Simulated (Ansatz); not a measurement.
GePdS3:
```
GePdS3
1.0
    6.96414     1.72212     0.00000
   -6.96414     1.72212     0.00000
   -2.36057     0.00000     8.38540
Ge Pd S
2 2 6
Direct
  0.08823   0.91177   0.31319
  0.91177   0.08823   0.68681
  0.38513   0.61487   0.03327
  0.61487   0.38513   0.96673
  0.63171   0.36829   0.47926
  0.36829   0.63171   0.52074
  0.18091   0.81909   0.14013
  0.81909   0.18091   0.85987
  0.92259   0.07741   0.21441
  0.07741   0.92259   0.78559
```

Relaxed with LDA.

**Question.** Which orbitals make up the states near the band edges in the program Ansatz at the LDA level (PAW)?

**Answer.** Top 1 eV of the valence band: S 3p 60 %, Pd 4d 34 %. Bottom 1 eV of the conduction band: S 3p 52 %, Pd 4d 25 %, Ge 4s 6 %, S 3s 6 %, outside the projected shells 6 %. Projections are on Löwdin-orthogonalised atomic valence shells; empty p or d shells of many metals are not among them.

**Question.** Tabulate the density of states.

**Answer.** States/eV per cell of 10 atoms, in 0.25 eV bins, energy from the valence-band maximum.

| E (eV) | total | S 3p | Pd 4d | Ge 4p |
|---|---|---|---|---|
| -7.85 | 3.59 | 1.46 | 0.25 | 0.15 |
| -7.60 | 0.91 | 0.30 | 0.07 | 0.02 |
| -7.35 | 1.96 | 0.69 | 0.15 | 0.07 |
| -7.10 | 1.38 | 0.47 | 0.11 | 0.06 |
| -6.85 | 0.00 | 0.00 | 0.00 | 0.00 |
| -6.60 | 0.00 | 0.00 | 0.00 | 0.00 |
| -6.35 | 1.31 | 0.75 | 0.31 | 0.19 |
| -6.10 | 2.18 | 1.33 | 0.46 | 0.30 |
| -5.85 | 2.96 | 1.89 | 0.51 | 0.41 |
| -5.60 | 4.30 | 2.71 | 0.89 | 0.55 |
| -5.35 | 14.48 | 6.80 | 5.93 | 1.36 |
| -5.10 | 7.38 | 4.22 | 1.88 | 0.91 |
| -4.85 | 6.58 | 3.68 | 1.75 | 0.84 |
| -4.60 | 5.73 | 3.29 | 1.38 | 0.73 |
| -4.35 | 6.91 | 4.15 | 1.44 | 0.87 |
| -4.10 | 6.24 | 3.84 | 1.50 | 0.48 |
| -3.85 | 7.24 | 4.34 | 1.91 | 0.54 |
| -3.60 | 7.43 | 4.28 | 2.15 | 0.54 |
| -3.35 | 9.43 | 5.13 | 2.96 | 0.75 |
| -3.10 | 9.10 | 5.09 | 2.56 | 0.91 |
| -2.85 | 5.45 | 2.77 | 1.99 | 0.45 |
| -2.60 | 7.08 | 3.54 | 2.91 | 0.31 |
| -2.35 | 7.73 | 3.05 | 4.23 | 0.15 |
| -2.10 | 15.19 | 4.51 | 9.80 | 0.33 |
| -1.85 | 11.78 | 4.42 | 6.22 | 0.46 |
| -1.60 | 11.59 | 5.27 | 5.32 | 0.35 |
| -1.35 | 8.74 | 4.89 | 3.23 | 0.21 |
| -1.10 | 11.43 | 7.19 | 3.63 | 0.19 |
| -0.85 | 9.00 | 5.59 | 2.96 | 0.10 |
| -0.60 | 6.15 | 3.70 | 2.08 | 0.11 |
| -0.35 | 5.82 | 3.35 | 2.11 | 0.10 |
| -0.10 | 0.78 | 0.49 | 0.25 | 0.01 |
| 0.15 | 0.00 | 0.00 | 0.00 | 0.00 |
| 0.40 | 0.00 | 0.00 | 0.00 | 0.00 |
| 0.65 | 0.00 | 0.00 | 0.00 | 0.00 |
| 0.90 | 0.00 | 0.00 | 0.00 | 0.00 |
| 1.15 | 0.77 | 0.40 | 0.23 | 0.05 |
| 1.40 | 6.09 | 3.18 | 1.69 | 0.28 |
| 1.65 | 7.10 | 3.66 | 1.86 | 0.33 |
| 1.90 | 4.12 | 2.17 | 0.63 | 0.25 |
| 2.15 | 3.43 | 1.72 | 0.40 | 0.26 |
| 2.40 | 4.13 | 2.18 | 0.29 | 0.25 |
| 2.65 | 4.11 | 2.18 | 0.13 | 0.22 |
| 2.90 | 3.30 | 1.51 | 0.08 | 0.45 |
| 3.15 | 2.27 | 0.69 | 0.06 | 0.68 |
| 3.40 | 2.15 | 0.58 | 0.05 | 0.78 |
| 3.65 | 2.35 | 0.68 | 0.05 | 0.90 |
| 3.90 | 3.16 | 0.85 | 0.07 | 1.34 |
| 4.15 | 5.97 | 1.57 | 0.13 | 2.50 |
| 4.40 | 5.25 | 1.13 | 0.10 | 1.84 |
| 4.65 | 5.19 | 0.91 | 0.07 | 1.42 |
| 4.90 | 5.86 | 1.16 | 0.06 | 1.78 |
| 5.15 | 6.11 | 1.37 | 0.06 | 2.46 |
| 5.40 | 6.16 | 1.39 | 0.07 | 2.45 |
| 5.65 | 3.92 | 0.85 | 0.05 | 1.40 |

Space group C2/m. The workflow started from a Materials Project entry (that database holds measured and hypothetical structures alike); the Crystallography Open Database copy checked does not list it. Its standing as an ambient phase is unchecked. The LDA relaxation kept the symmetry of its start; its stability against distortions is not shown here. The run is not spin-polarised. A crystal of weakly bound chains computed without a dispersion correction: the cell and the soft elastic constants depend strongly on that. Scalar-relativistic: spin–orbit coupling is off unless named, which matters more the heavier the elements.

Potentials: the later of the program's two PAW sets.
